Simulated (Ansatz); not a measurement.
MoS2 (3R-MoS2 type, space group R3m)

```
CELL_PARAMETERS angstrom
      1.58761     0.91661     6.19494
     -1.58761     0.91661     6.19494
      0.00000    -1.83321     6.19494
ATOMIC_POSITIONS crystal
  Mo 0.00000 0.00000 0.00000
  S  0.75030 0.75030 0.75030
  S  0.58300 0.58300 0.58300
```

The volume is varied about the relaxed value V₀ at fixed cell shape. The atoms relax within the cell's symmetry.

All values below come from r2SCAN+rVV10 (plane waves to 500 eV, PAW, scalar-relativistic; Ansatz, an electronic-structure program). k mesh 12×12×12 (Γ-centred), Fermi-Dirac smearing 0.05 eV. Energies are smeared free energies. Compression counts positive. MoS2 is run without spin polarisation. MoS2 was relaxed with its symmetry unable to fall. This is one of several known forms of MoS2; the measured ambient cells at hand have space group No. 194. ΔE is measured from the relaxed starting cell.

Problem. Estimate the ΔE (eV/atom) and P (GPa) for V/V₀ = 0.900, 0.925, 0.950, 1.025, 1.050, 1.075.

Solution. 
```json
[
 {"V/V₀": "0.900", "ΔE (eV/atom)": "0.0514", "P (GPa)": "10.0"},
 {"V/V₀": "0.925", "ΔE (eV/atom)": "0.0276", "P (GPa)": "7.0"},
 {"V/V₀": "0.950", "ΔE (eV/atom)": "0.0117", "P (GPa)": "4.4"},
 {"V/V₀": "1.025", "ΔE (eV/atom)": "0.0026", "P (GPa)": "-1.8"},
 {"V/V₀": "1.050", "ΔE (eV/atom)": "0.0099", "P (GPa)": "-3.4"},
 {"V/V₀": "1.075", "ΔE (eV/atom)": "0.0214", "P (GPa)": "-4.8"}
]
```

(Under strain, the slope of the energy per volume gives the stress and its curvature an elastic modulus.)
